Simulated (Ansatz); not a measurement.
# CaZn2Te2: reading a single point

```xyz
5
Lattice="4.6355 0.0000 0.0000 -2.3177 4.0145 0.0000 0.0000 0.0000 7.7909" Properties=species:S:1:pos:R:3 pbc="T T T"
Zn   -0.0002    2.6764    4.9137
Zn    2.3180    1.3380    2.8772
Ca    0.0000    0.0000    0.0000
Te   -0.0002    2.6764    2.0030
Te    2.3180    1.3380    5.7878
```

Single point in Ansatz 0.2.0 with r2SCAN, no spin polarisation. Cutoff 500 eV, PAW datasets, 8×8×5 Γ-centred k mesh, fermi-dirac filling (width 0.1 eV).

(1) What do density and ELF say about some of the short contacts?

(2) Which atom feels the largest force, and which way?

(3) Metal or insulator?

(4) Is the cell too large or too small?

(5) What is the formation energy?

Origin: a known structure type with other elements, at an estimated volume, so it need not be a known compound.

Results:

(1) Zn–Te at 2.82 Å: least valence density 0.27 e/Å³ and ELF 0.39 there. Ca–Te at 3.34 Å: least valence density 0.10 e/Å³ and ELF 0.10 there. Ca–Zn at 3.93 Å: least valence density 0.04 e/Å³ and ELF 0.05 there. Both are smooth PAW fields, read partly inside the augmentation spheres.

(2) The largest is on Te4 (and as large on other atoms): 0.06 eV/Å, components (0.00, 0.00, -0.06). It makes 108° with the line to a nearest neighbour, Zn2 at 2.82 Å.

(3) It is a metal, with about 3.6 states/eV a cell as the mean within 0.25 eV of the Fermi level.

(4) The pressure is -0.3 GPa (compression positive), so with the atoms held at these fractions the cell is close to zero pressure. The principal stresses -3.3, 1.2, 1.2 GPa differ, so its shape would change too.

(5) -0.41 eV an atom against the elements' usual phases (free molecules for gases, crystals otherwise, with no correction for O₂ or N₂), so it is bound against them; other compounds may still compete. Relaxing would lower it.
